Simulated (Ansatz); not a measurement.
Input and output for Se (bcc type): DFT, LDA, all-electron LAPW, scalar-relativistic (Ansatz 0.2.0). This run: volume at 0.5 of the series' base cell.

The cell comes from a relaxation on PAW files under the same functional, begun from a prototype that needn't be the stable phase.

Command: `ansatz run input.yaml --threads 1 --pin off --max-ram 2048MiB --backend cpu --events-out ev --progress --plain --runs-dir out` It took 6.2 s on 1 thread of Arm Neoverse V2 (shared host), peak memory 0.28 GiB.

```yaml
crystal:
  lattice:
    - [-1.3342402192, 1.3342402192, 1.3342402192]
    - [1.3342402192, -1.3342402192, 1.3342402192]
    - [1.3342402192, 1.3342402192, -1.3342402192]
  atoms:
    - { symbol: Se, position: [0.0, 0.0, 0.0] }
kpoints:
  mp_grid: { grid: [15, 15, 15] }
scf:
  occupations: { method: fermi_dirac, width: 0.08 }
hamiltonian:
  xc: lda
  pseudopotentials: { kind: all_electron, lapw: { basis_error: 0.001 } }
output:
  forces: true
  stress: true
  eigenvalues: true
  populations: true
```

Output:

```
Se: projections on atomic orbitals take those of the free atom 1s2 2s2 2p6 3s2 3p6 3d10 4s2 4p4, of charge +0.00 (hamiltonian.pseudopotentials.projection_atoms)
LAPW: plane waves up to 9.590 Å⁻¹, error target 1.0e-3 eV per atom; small_component_spin mean_spin; Se in spheres of 1.155 Å, 24 of its electrons in bands, Dirac shells [] (how accurate: hamiltonian.pseudopotentials.lapw.basis_error, Limitations)
Engine: ansatz 0.2.0
Pseudopotentials: kind: all_electron
Pseudopotential: Se, LAPW, valence charge 24, lapw/all_electron/scalar/gaussian/Se, Koelling and Harmon's equation, gaussian nucleus
Functional definition: SPW92
  exchange = slater_x
  correlation = pw_c
Crystal: 1 atoms, lattice volume = 9.501 Å³
Basis set: ecut = 350.4127026124326 eV, 141 PW (Γ), exchange–correlation at level 2
Bands: 16, of which v1, the nominal top of the filled ones, is band 12 counted from 1 (11 counted from 0)
Symmetry: 48 space group operations
Space group: Im-3m (ITA 229), of the structure as read, at distance tolerance 2.1e-5 Å
k-points: 120 of 3375
Non-local potential: Se, projectors of the file, none
Initial density: superposition of atomic densities (chi_scale 0.1, normalization cell)
Initial wavefunctions: plane waves of lowest kinetic energy (no species holds an atomic orbital)
Functional: x = slater, c = lda
iter 1 solved again at ethr=1.46e-4 eV; its pass at ethr=1.00e-1 eV (dr2=3.49e-2 eV) is discarded
SCF iter   1: F=—  HF=-66035.080506 eV  |F-HF|=—  |Δ(HF+E_count)|=         —  Δρ=2.83e-2  dr2=3.48e-2  ethr=1.46e-4  ⟨swp⟩=3.1  Hψ=13074  notcnv=0
preconditioner: auto → none  [metal: Δε(μ)=0.052 eV  Ē_g=22.059 eV  σ=0.080 eV  W_gap=0.16  n_scr=0 (ndim 8)  ℏωp=29.5 eV  f_vac=0.000  D(μ)=0.23/eV (n_scr^D=0)]
SCF iter   2: F=—  HF=-66035.075077 eV  |F-HF|=—  |Δ(HF+E_count)|=   5.43e-3  Δρ=1.36e-2  dr2=8.04e-3  ethr=1.45e-4  ⟨swp⟩=2.0  Hψ=5413  notcnv=0
iter 3 solved again at ethr=5.63e-10 eV; its pass at ethr=3.35e-5 eV (dr2=1.35e-7 eV) is discarded
SCF iter   3: F=—  HF=-66035.073519 eV  |F-HF|=—  |Δ(HF+E_count)|=   1.56e-3  Δρ=6.66e-5  dr2=1.25e-7  ethr=5.63e-10  ⟨swp⟩=3.8  Hψ=10675  notcnv=0
SCF iter   4: F=-66035.073519 eV  HF=-66035.073519 eV  |F-HF|=1.25e-8  |Δ(HF+E_count)|=   1.25e-7  Δρ=1.05e-5  dr2=2.65e-9  ethr=5.22e-10  ⟨swp⟩=2.0  Hψ=5412  notcnv=0
SCF 1 converged in 4 iterations: F = -66035.073519 eV  dr2 = 2.65e-9
SCF converged after 4 iterations
Free energy (F): -66035.073519 eV
Harris-Foulkes:  -66035.073519 eV  (|F-HF|=1.25e-8)
Internal energy: -66035.068227 eV  (E = F + TS)
E sigma→0 (E₀):  -66035.070873 eV
Entropy (-TS):   -0.005292 eV (-5.292 meV/atom)
Fermi energy:    31.815669 eV
--- Per-component energies (eV) ---
  E_band       = -1122.321536
  E_kinetic    = 67625.301954
  E_xc         = -2318.963999
  E_electrostatic = -131341.406182  (all electrons and nuclei)
  E_smearing   = -0.005292  (= −TS)
  E_closure    = -0.000000  (closes the sum)
  E_atoms      = -66035.801581  (free atoms, spherical and without spin; not in F)
  Σ components = -66035.073519   (vs F -66035.073519, Δ=0.00e0)
  Basis errors (estimates in eV, not in F): energy 2.5e-4 per atom: plane waves 2.4e-4 (1.3e-4 summed), levels above the bands 7.8e-86, relativity 6.0e-9, radial functions 5.3e-6, core shells 7.2e-13; eigenvalues (radial functions only) 1.9e-5; not estimated: angular momenta, meshes, grids; target (lapw.basis_error) 1.0e-3; muffin-tin radii Se 1.155 Å
--- Forces (eV/Å), atoms counted from 1 ---
  atom   1  Se     0.00000000    -0.00000000     0.00000000
  max |Σ_I F_I| component: 2.30e-31 eV/Å
--- Stress (GPa, compression-positive) ---
      277.193642      -0.000000       0.000000
       -0.000000     277.193642       0.000000
        0.000000       0.000000     277.193642
  P = ⅓ Tr σ = 277.1936 GPa (2771.936 kbar)
--- Band table (eV; the first three rows and the last of 120) ---
  k-point 0: bands = ["-177.7816", "-117.8301", "-117.8301", "-117.8301", "-18.7672", "-18.7672", "-18.7672", "-18.6142", "-18.6142", "5.0587", "41.1322", "41.1322", "41.1322", "46.9472", "46.9472", "46.9472"]
  k-point 1: bands = ["-177.7816", "-117.8306", "-117.8303", "-117.8300", "-18.7694", "-18.7637", "-18.7564", "-18.6168", "-18.6146", "5.2479", "39.4355", "40.1330", "40.8678", "45.7601", "46.3238", "48.2631"]
  k-point 2: bands = ["-177.7814", "-117.8321", "-117.8309", "-117.8300", "-18.7758", "-18.7548", "-18.7257", "-18.6234", "-18.6154", "5.8158", "35.8012", "38.3046", "40.1284", "43.9627", "44.7885", "48.6508"]
  k-point 119: bands = ["-177.7787", "-117.8403", "-117.8402", "-117.8402", "-18.7929", "-18.7907", "-18.5403", "-18.5403", "-18.5395", "22.7460", "24.4920", "24.4920", "26.0155", "31.0712", "31.8355", "62.6387"]
--- Löwdin populations: 1 site ---
  site symbol       q [e]
     0     Se     33.7973
  spilling = 0.005963 (of n_electrons = 34.000000)
```

populations.tsv:

```
# site	symbol	l	j	q
# orbitals = lowdin
# n_electrons = 34.000000
# spilling = 0.005963
# projection_atom_Se: 1s2 2s2 2p6 3s2 3p6 3d10 4s2 4p4
0	Se	0_1S	-	1.999995
0	Se	0_2S	-	1.999813
0	Se	0_3S	-	1.996403
0	Se	0_4S	-	1.828076
0	Se	1_2P	-	5.999986
0	Se	1_3P	-	5.997807
0	Se	1_4P	-	3.976259
0	Se	2_3D	-	9.998912
```

Next run (volume at 0.4 of the series' base cell), as changes to the input before:

```diff
   lattice:
-    - [-1.3342402192, 1.3342402192, 1.3342402192]
-    - [1.3342402192, -1.3342402192, 1.3342402192]
-    - [1.3342402192, 1.3342402192, -1.3342402192]
+    - [-1.2385989006, 1.2385989006, 1.2385989006]
+    - [1.2385989006, -1.2385989006, 1.2385989006]
+    - [1.2385989006, 1.2385989006, -1.2385989006]
   atoms:
   mp_grid: { grid: [15, 15, 15] }
+  band_path:
+    path:
+      - [0.0, 0.0, 0.0]
+      - [0.5, -0.5, 0.5]
+      - [0.0, 0.0, 0.5]
+      - [0.0, 0.0, 0.0]
+      - [0.25, 0.25, 0.25]
+      - [0.5, -0.5, 0.5]
+      - [0.25, 0.25, 0.25]
+      - [0.0, 0.0, 0.5]
+    npoints: 8
 scf:
   populations: true
+  dos: { projected: true, de: 0.2, e_range: [-14, 8] }
```

Command: `ansatz run input.yaml --threads 1 --pin off --max-ram 2048MiB --backend cpu --events-out ev --progress --plain --runs-dir out` It took 8.3 s on 1 thread of Arm Neoverse V2, with other jobs on the host, peak memory 0.29 GiB.

Results part of the output:

```
SCF 1 converged in 5 iterations: F = -66030.227206 eV  dr2 = 6.53e-9
NSCF: frozen V_eff on 57 k-points
SCF converged after 5 iterations
Free energy (F): -66030.227206 eV
Harris-Foulkes:  -66030.227206 eV  (|F-HF|=4.03e-9)
Internal energy: -66030.218527 eV  (E = F + TS)
E sigma→0 (E₀):  -66030.222866 eV
Entropy (-TS):   -0.008678 eV (-8.678 meV/atom)
Fermi energy:    40.658354 eV
--- Per-component energies (eV) ---
  E_band       = -941.988600
  E_kinetic    = 67653.831386
  E_xc         = -2324.376319
  E_electrostatic = -131359.673594  (all electrons and nuclei)
  E_smearing   = -0.008678  (= −TS)
  E_closure    = 0.000000  (closes the sum)
  E_atoms      = -66035.801581  (free atoms, spherical and without spin; not in F)
  Σ components = -66030.227206   (vs F -66030.227206, Δ=0.00e0)
  Basis errors (estimates in eV, not in F): energy 2.6e-4 per atom: plane waves 2.5e-4 (1.3e-4 summed), levels above the bands 8.0e-93, relativity 1.2e-8, radial functions 7.3e-6, core shells 6.0e-12; eigenvalues (radial functions only) 2.2e-5; not estimated: angular momenta, meshes, grids; target (lapw.basis_error) 1.0e-3; muffin-tin radii Se 1.073 Å
--- Forces (eV/Å), atoms counted from 1 ---
  atom   1  Se    -0.00000000     0.00000000     0.00000000
  max |Σ_I F_I| component: 2.47e-32 eV/Å
--- Stress (GPa, compression-positive) ---
      581.926798       0.000000      -0.000000
        0.000000     581.926798       0.000000
       -0.000000       0.000000     581.926798
  P = ⅓ Tr σ = 581.9268 GPa (5819.268 kbar)
--- Band table (eV; the first three rows and the last of 120) ---
  k-point 0: bands = ["-170.0341", "-110.0831", "-110.0831", "-110.0831", "-11.1894", "-11.1894", "-11.1894", "-10.8818", "-10.8818", "9.1865", "53.3583", "53.3583", "53.3583", "57.0575", "57.0575", "57.0575"]
  k-point 1: bands = ["-170.0339", "-110.0848", "-110.0838", "-110.0831", "-11.1944", "-11.1835", "-11.1683", "-10.8872", "-10.8822", "9.4092", "50.5972", "51.6158", "52.8031", "55.2885", "56.1911", "58.4084"]
  k-point 2: bands = ["-170.0331", "-110.0893", "-110.0856", "-110.0830", "-11.2085", "-11.1684", "-11.1086", "-10.9011", "-10.8833", "10.0783", "45.7104", "49.1025", "51.3492", "53.1053", "54.7372", "58.2846"]
  k-point 119: bands = ["-170.0235", "-110.1133", "-110.1132", "-110.1132", "-11.2713", "-11.2666", "-10.7440", "-10.7440", "-10.7420", "30.1409", "31.6597", "31.6597", "36.4858", "37.9457", "39.0837", "73.9851"]
--- Löwdin populations: 1 site ---
  site symbol       q [e]
     0     Se     33.6787
  spilling = 0.009450 (of n_electrons = 34.000000)
```

The structure type is held throughout; the real material can change phase at far lower pressure.
